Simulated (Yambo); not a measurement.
Rb2NaScF6 (space group Fm-3m, No. 225), G0W0@LDA (Yambo, plasmon pole, terminator in G, 2×2×2 mesh): gap Γ → Γ in eV by bands and screening block.

```csv
bands (W and G),2 Ry,3 Ry,5 Ry,6 Ry,8 Ry
80,11.78,11.28,11.05,10.98,10.94
122,11.37,10.90,10.70,10.64,10.62
176,11.21,10.73,10.56,10.52,?
247,11.14,10.66,?,10.47,10.47
317,11.12,?,10.47,10.45,10.45
```

### Question
Estimate the withheld gaps from their neighbours; the computed values follow.

### Answer

- 176, 8 Ry: 10.51
- 247, 5 Ry: 10.50
- 317, 3 Ry: 10.63

The largest settings aren't shown to be the converged limit.

Geometry of the Materials Project entry, not relaxed at this level; primitive cell a = b = c = 6.187 Å, α = β = γ = 60.00°.

The structure is a Materials Project entry; no match was found in the copy of COD used, and its stability was not checked.
